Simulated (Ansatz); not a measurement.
CuI:
```cif
data_CuI
_chemical_formula_sum 'Cu1 I1'
_space_group_name_H-M_alt 'P 1'
_space_group_IT_number 1
_cell_length_a 4.29847
_cell_length_b 4.29847
_cell_length_c 4.29847
_cell_angle_alpha 60.000
_cell_angle_beta 60.000
_cell_angle_gamma 60.000
loop_
_space_group_symop_operation_xyz
  'x, y, z'
loop_
_atom_site_label
_atom_site_type_symbol
_atom_site_fract_x
_atom_site_fract_y
_atom_site_fract_z
_atom_site_occupancy
Cu1 Cu 0.75000 0.75000 0.75000 1
I1 I 0.00000 0.00000 0.00000 1
```

Relaxed with PBE.

Problem. Which orbitals make up the states near the band edges in PBE in the plane-wave PAW code Ansatz?

Solution. Top 1 eV of the valence band: Cu 3d 65 %, I 5p 32 %. Bottom 1 eV of the conduction band: Cu 4s 65 %, I 5s 16 %, I 5p 14 %. Projections are on Löwdin-orthogonalised atomic valence shells; empty p or d shells of many metals are not among them.

Problem. Tabulate the density of states.

Solution. States/eV per cell of 2 atoms, in 0.25 eV bins, energy from the valence-band maximum.

```tsv
E (eV)	total	Cu 3d	I 5p	Cu 4s
-7.85	0.00	0.00	0.00	0.00
-7.60	0.00	0.00	0.00	0.00
-7.35	0.00	0.00	0.00	0.00
-7.10	0.00	0.00	0.00	0.00
-6.85	0.00	0.00	0.00	0.00
-6.60	0.00	0.00	0.00	0.00
-6.35	0.00	0.00	0.00	0.00
-6.10	0.00	0.00	0.00	0.00
-5.85	0.00	0.00	0.00	0.00
-5.60	0.13	0.00	0.10	0.03
-5.35	2.71	0.09	1.98	0.60
-5.10	3.32	0.15	2.36	0.74
-4.85	0.79	0.09	0.54	0.13
-4.60	0.50	0.08	0.34	0.06
-4.35	2.06	0.31	1.65	0.07
-4.10	2.24	0.41	1.73	0.07
-3.85	3.79	0.86	2.84	0.04
-3.60	8.46	2.74	5.63	0.01
-3.35	0.00	0.00	0.00	0.00
-3.10	0.00	0.00	0.00	0.00
-2.85	0.00	0.00	0.00	0.00
-2.60	0.00	0.00	0.00	0.00
-2.35	0.00	0.00	0.00	0.00
-2.10	0.00	0.00	0.00	0.00
-1.85	16.29	16.06	0.07	0.05
-1.60	6.77	6.31	0.24	0.07
-1.35	4.99	4.22	0.60	0.05
-1.10	4.78	3.64	0.99	0.04
-0.85	3.65	2.48	1.06	0.03
-0.60	2.12	1.32	0.74	0.02
-0.35	1.06	0.61	0.42	0.01
-0.10	0.34	0.19	0.15	0.00
0.15	0.00	0.00	0.00	0.00
0.40	0.00	0.00	0.00	0.00
0.65	0.00	0.00	0.00	0.00
0.90	0.00	0.00	0.00	0.00
1.15	0.00	0.00	0.00	0.00
1.40	0.01	0.00	0.00	0.01
1.65	0.04	0.00	0.01	0.03
1.90	0.07	0.00	0.01	0.04
2.15	0.16	0.00	0.03	0.10
2.40	0.58	0.01	0.10	0.34
2.65	0.68	0.01	0.13	0.38
2.90	1.16	0.02	0.19	0.48
3.15	2.36	0.04	0.39	0.88
3.40	2.03	0.03	0.35	0.79
3.65	1.22	0.02	0.20	0.44
3.90	1.06	0.01	0.15	0.31
4.15	0.79	0.01	0.08	0.15
4.40	0.88	0.01	0.06	0.11
4.65	1.77	0.01	0.11	0.19
4.90	1.98	0.01	0.10	0.16
5.15	1.27	0.01	0.05	0.07
5.40	0.95	0.00	0.02	0.01
5.65	2.37	0.01	0.05	0.05
5.90	2.23	0.01	0.05	0.06
```

Space group F-43m (zinc blende). Symmetry was held in the PBE relaxation; phonons on a q-mesh show no instability. No spin polarisation was allowed. Spin–orbit coupling is left out wherever it is not named.

Potentials: the later of the program's two PAW sets.
